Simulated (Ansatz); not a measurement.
Ga$_{2}$PN:
```yaml
crystal:
  lattice:
    - [3.51446, 0.00000, 0.00000]
    - [-1.75723, 3.04361, 0.00000]
    - [0.00000, 0.00000, 5.83350]
  atoms:
    - { symbol: Ga, position: [0.00000, 0.00000, 0.46773] }
    - { symbol: Ga, position: [0.66667, 0.33333, 0.03791] }
    - { symbol: P, position: [0.00000, 0.00000, 0.87092] }
    - { symbol: N, position: [0.66667, 0.33333, 0.37344] }
```

Relaxed with r²SCAN.

Question: Give the Bader charges and basin volumes of the independent atoms, DFT-r²SCAN in the program Ansatz with PAW potentials.

Answer: 

```
atom  Bader charge (e)  Bader volume (Å³)
----  ----------------  -----------------
Ga1              +1.43               12.2
Ga2              +1.08               11.9
P3               -0.98               22.5
N4               -1.53               15.9
```

Space group P3m1. The start of the workflow was typed in or built on a structure type; neither database checked (COD, Materials Project) lists it. Whether it is the stable phase at ambient conditions was not checked. The r²SCAN relaxation kept the symmetry of its start; whether a distortion lowers the energy is not shown.

Potentials: the later of the program's two PAW sets.
